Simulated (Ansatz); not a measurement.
Theory: DFT PBE, scalar-relativistic, plane waves, PAW in Ansatz. All cells share a 420 eV cutoff and Γ-centred k meshes spaced at most about 0.3 Å⁻¹ (about 0.25 or finer for metals, 2π included). No spin polarisation in the final relaxations.

All energies are static (0 K, no zero-point motion). All come from trial cells, and lower structures may exist.

Question: Which of these relaxed structures of Y2Lu3F is the lowest in energy?
1.

```xyz
6
Lattice="4.5051 0.0000 0.0000 0.0000 4.5051 0.0000 0.0000 0.0000 8.3885" Properties=species:S:1:pos:R:3 pbc="T T T"
Y     0.0000    0.0000    7.7151
Y     2.2526    2.2526    5.4554
Lu    0.0000    0.0000    4.5514
Lu    2.2526    0.0000    2.2725
Lu    0.0000    2.2526    2.2725
F     2.2526    2.2526    7.6255
```

2.

```xyz
6
Lattice="6.2460 0.0000 0.0000 -3.1230 5.4092 0.0000 0.0000 0.0000 6.0399" Properties=species:S:1:pos:R:3 pbc="T T T"
Y     3.1230    1.8031    0.0000
Y     0.0000    3.6061    0.0000
Lu   -1.5615    2.7046    3.0200
Lu    1.5615    2.7046    3.0200
Lu    3.1230    0.0000    3.0200
F     0.0000    0.0000    0.0000
```

3.

```xyz
6
Lattice="5.3995 0.0000 0.0000 -2.6998 4.6761 0.0000 0.0000 0.0000 6.6374" Properties=species:S:1:pos:R:3 pbc="T T T"
Y     0.0000    0.0000    1.7576
Y     0.0000    0.0000    4.8798
Lu    0.0000    3.1174    3.3187
Lu    2.6998    1.5587    0.0000
Lu    2.6998    1.5587    3.3187
F     0.0000    3.1174    0.0000
```

Answer: 1. It has space group P4mm (No. 99); the next, 3, with space group P-6m2 (No. 187), lies 158 meV/atom higher. Counting Lu or Y atoms around F (for each partner element, those within 1.25 times its shortest distance or 1.15 times the sum of covalent radii, where it is the nearest in units of that sum or under 1.3; the shortest distance is added where it exceeds 1.18 times the sum of covalent radii), the lowest has F 1 and the next has F 5 from 3.1 Å.

A magnetic state wasn't ruled out in cells without spin, among them P-6m2, P6/mmm. Cells relaxed within their symmetry can be saddle points. Some types were kept out of the candidates beforehand, so the set may lack a known form.
